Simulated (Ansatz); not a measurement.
What settings do to one calculation: As started on a P site in chalcopyrite ZnGeP2, 16 atoms, charge +1

Ansatz (PAW, plane waves), atoms fixed. The base input:

```yaml
crystal:
  lattice:
    - [5.424133, -0.000044, -0.000015]
    - [-0.000044, 5.424133, -0.000015]
    - [-0.000030, -0.000030, 10.708528]
  atoms:
    - { symbol: Zn, position: [0.992157, 0.007741, 0.998722] }
    - { symbol: Zn, position: [0.004965, 0.500347, 0.245622] }
    - { symbol: Zn, position: [0.491160, 0.004242, 0.752194], spin: 0.2 }
    - { symbol: Zn, position: [0.511907, 0.486518, 0.497938], spin: 0.2 }
    - { symbol: Ge, position: [0.987418, 0.001111, 0.497567], spin: 0.2 }
    - { symbol: Ge, position: [0.492184, 0.992070, 0.251204] }
    - { symbol: Ge, position: [0.490590, 0.496850, 0.005031] }
    - { symbol: Ge, position: [0.003121, 0.484419, 0.746913], spin: 0.2 }
    - { symbol: P, position: [0.240196, 0.247424, 0.120487] }
    - { symbol: P, position: [0.761949, 0.751778, 0.126766] }
    - { symbol: P, position: [0.751761, 0.251213, 0.370208] }
    - { symbol: P, position: [0.237920, 0.761690, 0.372918] }
    - { symbol: P, position: [0.254877, 0.745858, 0.871899] }
    - { symbol: P, position: [0.755892, 0.748656, 0.622355] }
    - { symbol: P, position: [0.757634, 0.252476, 0.875195] }
    - { symbol: As, position: [0.252698, 0.258575, 0.628322], spin: 0.2 }
kpoints:
  mp_grid: { grid: [2, 2, 2], shift: [0.5, 0.5, 0.5] }
hamiltonian:
  xc: pbesol
total_charge: 1
magnetization:
  spin_polarized: true
scf:
  occupations: { method: fermi_dirac, width: 0.01 }
output:
  forces: true
  eigenvalues: true
  populations: true
  charged_corrections: { epsilon: 11 }
```

Command:

```sh
ansatz run in.yaml --threads 7 --pin off --max-ram 13300MiB --runs-dir r --events-out ev --progress --plain
```

It converged in 24 iterations and 10 s of wall time on 7 threads of a Neoverse-V2 processor, on a host shared with other runs; peak host memory 1.4 GiB; largest force component 2.07 eV/Å. The cutoff was the default, 420 eV. The base isn't a converged reference: it has few k points, and its atoms are unrelaxed. Each run below changes the keys shown and caps the iterations.

| run | changed | ending | iterations | free energy less the base (meV per atom) | rms change of forces (eV/Å) | change of pressure (GPa) | wall time (s, shared host) |
| --- | --- | --- | --- | --- | --- | --- | --- |
| 1 | mixing beta 0.2, max_iter 50 | converged | 24 | 0.0 | 0.000 | – | 9.8 CPU |
| 2 | occupations fixed, width 0.5 eV, max_iter 50 | refused | – | – | – | – | – |
| 3 | ecutwfc 300 eV, max_iter 60, k points the single k point (½, ½, ½) | converged | 20 | 444.5 | 0.375 | – | 1.3 CPU |
| 4 | initial_magnetization 4, xc pbe, accuracy high, max_iter 50 | converged | 17 | other zero | 0.055 | – | 7.1 CPU |
| 5 | width 0.2 eV, initial_magnetization 4, ecutrho_ratio 6, max_iter 100 | converged | 17 | -18.6 | 0.029 | – | 7.7 CPU |
| 6 | ecutrho_ratio 1, occupations tetrahedron, accuracy low, max_iter 100 | converged | 18 | -1049.9 | 0.670 | – | 8.7 CPU |

«Other zero»: another functional, charge or dispersion term moves the zero of energy, so the difference says nothing of accuracy.

Problem. Which changes leave the result alone, and which of the same physical model moves the forces most?

Solution. The forces move by under 0.002 eV/Å in run 1. Run 6 (ecutrho_ratio 1, occupations tetrahedron, accuracy low, max_iter 100) moves them most among the runs with the same functional, charge and dispersion term, by 0.670 eV/Å.

Problem. Why did some runs give no result?

Solution. - run 2: inconsistent input (scf.occupations.method, magnetization): a σ = 0 step fill (method: fixed, or a smearing width below the step floor) cannot realise an odd electron count (153) without a locked total moment — the per-k integer fill puts the same N_el/2 …
